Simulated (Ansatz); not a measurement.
Thermal properties of Ru2Rh from its phonons

Method: Ansatz 0.2.0, DFT PBE, scalar-relativistic, plane waves, PAW. Settings: 420 eV plane-wave cutoff, Γ-centred 18×18×4 mesh, Fermi-Dirac smearing of 0.15 eV. No spin polarisation. Phonons by linear response, acoustic sum rule imposed.

Equilibrium structure at this level:
```
Ru Rh
1.0
     2.72519    0.00000    0.00000
    -1.36260    2.36009    0.00000
     0.00000    0.00000   12.96755
Ru Rh
4 2
Direct
  0.33333 0.66667 0.58045
  0.66667 0.33333 0.08045
  0.33333 0.66667 0.91955
  0.66667 0.33333 0.41955
  0.33333 0.66667 0.25000
  0.66667 0.33333 0.75000
```

The cell was found from a structure generator's guess, not taken from experiment. In a metal, frequencies and elastic constants depend on the k mesh and the smearing, soft modes and shear constants most. Some empty bands missed the eigensolver's threshold. The q mesh is coarse, so values between its points are rough.

Force constants from linear response on a 3×3×1 q mesh, interpolated to a fine mesh.

Phonon density of states, in bins of 5 cm⁻¹:
| bin centre (cm⁻¹) | share of modes (%) |
| --- | --- |
| 2.5 | 0.0 |
| 7.5 | 0.0 |
| 12.5 | 0.0 |
| 17.5 | 0.0 |
| 22.5 | 0.0 |
| 27.5 | 0.0 |
| 32.5 | 0.1 |
| 37.5 | 0.1 |
| 42.5 | 0.1 |
| 47.5 | 0.1 |
| 52.5 | 0.1 |
| 57.5 | 0.2 |
| 62.5 | 0.2 |
| 67.5 | 0.2 |
| 72.5 | 0.3 |
| 77.5 | 0.3 |
| 82.5 | 0.4 |
| 87.5 | 0.4 |
| 92.5 | 0.5 |
| 97.5 | 0.6 |
| 102.5 | 0.7 |
| 107.5 | 0.8 |
| 112.5 | 1.0 |
| 117.5 | 1.2 |
| 122.5 | 1.5 |
| 127.5 | 1.9 |
| 132.5 | 2.3 |
| 137.5 | 2.7 |
| 142.5 | 3.4 |
| 147.5 | 4.2 |
| 152.5 | 4.5 |
| 157.5 | 4.4 |
| 162.5 | 3.8 |
| 167.5 | 3.2 |
| 172.5 | 3.0 |
| 177.5 | 4.0 |
| 182.5 | 3.3 |
| 187.5 | 3.1 |
| 192.5 | 4.7 |
| 197.5 | 5.5 |
| 202.5 | 5.1 |
| 207.5 | 2.8 |
| 212.5 | 2.4 |
| 217.5 | 2.6 |
| 222.5 | 2.3 |
| 227.5 | 2.4 |
| 232.5 | 3.6 |
| 237.5 | 5.6 |
| 242.5 | 5.6 |
| 247.5 | 2.7 |
| 252.5 | 1.4 |
| 257.5 | 0.6 |
| 262.5 | 0.0 |

Question: How much zero-point energy does an atom carry?

Answer: 34.0 meV.

Question: How large are the vibrational entropy and heat capacity at 300 K?

Answer: S = 3.60 k_B and C_V = 2.81 k_B per atom, 94 % of the Dulong–Petit value.

Question: Tabulate them against temperature.

Answer:
| T (K) | F_vib (meV/atom) | S (k_B/atom) | C_V (k_B/atom) |
| --- | --- | --- | --- |
| 100 | 31.5 | 0.96 | 1.74 |
| 200 | 16.2 | 2.50 | 2.59 |
| 300 | -10.3 | 3.60 | 2.81 |
| 400 | -45.0 | 4.42 | 2.89 |
| 500 | -85.9 | 5.07 | 2.93 |
| 600 | -132.0 | 5.60 | 2.95 |
| 700 | -182.3 | 6.06 | 2.96 |
| 800 | -236.2 | 6.45 | 2.97 |
| 900 | -293.4 | 6.81 | 2.98 |
| 1000 | -353.4 | 7.12 | 2.98 |
